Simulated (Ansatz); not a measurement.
**Rocksalt alloy of PbS and PbSe (20 of 32 S sites exchanged), 64 atoms**

Ansatz, PAW, plane waves. PBEsol relaxation of volume and atoms (shape held) at the single k point (¼, ¼, ¼) without its symmetry partners; single points on the relaxed atoms at the single k point (¼, ¼, ¼) without its symmetry partners, onto which points of the small cell's zone fold. Arrangement: unlike neighbours preferred. No spin–orbit coupling unless named.

Relaxed structure:

```xyz
64
Lattice="12.0538 0.0000 0.0000 0.0000 12.0538 0.0000 0.0000 0.0000 12.0538" Properties=species:S:1:pos:R:3 pbc="T T T"
S     3.0171    0.0030    0.0008
S     3.0142    6.0193    0.0005
S     0.0091    3.0144    0.0093
S    12.0515    3.0163    6.0241
S    12.0466    9.0437    6.0317
S     6.0271    3.0157    0.0104
S     6.0344    3.0105    6.0288
S     6.0316    9.0374    6.0362
S     3.0146    9.0403    9.0450
S     9.0430    3.0170    3.0184
S     9.0423    9.0453    3.0340
S     9.0407    9.0409    9.0395
Se    3.0146   12.0535    6.0342
Se    3.0168    6.0302    6.0368
Se    9.0428    0.0032    0.0068
Se    9.0415   12.0491    6.0293
Se    9.0409    6.0251    0.0093
Se    9.0438    6.0273    6.0323
Se    0.0022    9.0399   12.0535
Se    6.0250    9.0428    0.0016
Se   12.0521    0.0016    3.0186
Se    0.0023   12.0508    9.0448
Se   12.0534    6.0228    3.0192
Se    0.0077    6.0294    9.0443
Se    6.0300    0.0057    3.0158
Se    6.0245   12.0525    9.0411
Se    6.0327    6.0270    3.0184
Se    6.0290    6.0294    9.0438
Se    3.0159    3.0125    3.0103
Se    3.0166    3.0136    9.0456
Se    3.0160    9.0405    3.0199
Se    9.0428    3.0150    9.0423
Pb    0.0575    0.0608    0.0012
Pb    0.0074    0.0138    6.0290
Pb    0.0600    5.9573    0.0025
Pb    0.0126    6.0124    6.0289
Pb    5.9646    0.0608   12.0533
Pb    6.0165    0.0191    6.0267
Pb    5.9663    5.9603    0.0028
Pb    6.0190    6.0137    6.0283
Pb    3.0085    3.0094    0.0005
Pb    3.0110    3.0141    6.0252
Pb    3.0114    9.0394   12.0109
Pb    3.0151    9.0413    6.0761
Pb    9.0361    3.0125    0.0479
Pb    9.0396    3.0122    5.9786
Pb    9.0387    9.0396   12.0467
Pb    9.0412    9.0369    6.0202
Pb    3.0114   12.0408    2.9485
Pb    3.0112   11.9910    9.0989
Pb    3.0158    6.0325    2.9542
Pb    3.0188    6.0922    9.1028
Pb    9.0380   12.0317    3.0048
Pb    9.0388   11.9899    9.0510
Pb    9.0415    6.0360    3.0081
Pb    9.0457    6.0880    9.0530
Pb   11.9914    3.0105    3.0253
Pb   12.0440    3.0104    9.0191
Pb   11.9897    9.0346    3.0750
Pb   12.0358    9.0377    8.9791
Pb    6.0882    3.0150    3.0229
Pb    6.0390    3.0112    9.0220
Pb    6.0832    9.0427    3.0822
Pb    6.0369    9.0395    8.9837
```

Q: What are the mean bond lengths by pair (pairs within 1.2 times the sum of covalent radii, less contacts 15 % beyond the pair's median; cation–cation pairs of compounds aside; long ionic contacts are cut short by that bound)?

A: Pb–S 2.974 ± 0.024 Å (standard deviation, 49 bonds); Pb–Se 3.028 ± 0.026 Å (standard deviation, 120 bonds).

Q: What gap lies between the top filled and the lowest empty level in the single points?

A: r²SCAN 1.69 eV (12 s on NVIDIA H100). Away from Γ this isn't the crystal's band gap.
